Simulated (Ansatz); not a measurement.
# Profile along the Ir–Ir line in Ir (fcc, Cu type)

Ir (fcc, Cu type)

```xyz
1
Lattice="0.0000 1.9151 1.9151 1.9151 0.0000 1.9151 1.9151 1.9151 0.0000" Properties=species:S:1:pos:R:3 pbc="T T T"
Ir     0.0000     0.0000     0.0000
```

Fields along a shortest Ir–Ir line of a {100} plane (2.71 Å), from Ir to Ir, interpolated on the slice's grid (step about 0.1 Å). These are PBEsol (plane waves to 420 eV, PAW, scalar-relativistic; Ansatz, an electronic-structure program) values and carry that method's errors. k mesh 21×21×21. Inside the PAW spheres the values are not all-electron values, and peaks at nuclei hang on which shells count as valence. Ir is run without spin polarisation. Ir was relaxed with its symmetry unable to fall. Spin-orbit coupling is left out, though Ir is heavy. The PAW data are Ansatz's earlier set.

```
distance from Ir (Å)  valence electron density (e/Å³)  electron localisation function
--------------------  -------------------------------  ------------------------------
0.00                                             9.90                               x
0.27                                             9.05                               x
0.54                                             5.70                            0.58
0.81                                             1.90                            0.45
1.08                                             0.65                            0.31
1.35                                             0.46                            0.36
1.63                                             0.65                            0.31
1.90                                             1.90                            0.45
2.17                                             5.70                            0.58
2.44                                             9.05                               x
2.71                                             9.90                               x
```

x: too close to a nucleus for the ELF to mean much.

Density on the Ir–Ir line (2.71 Å) at its midpoint: 0.46 e/Å³. ELF at that point: 0.36.
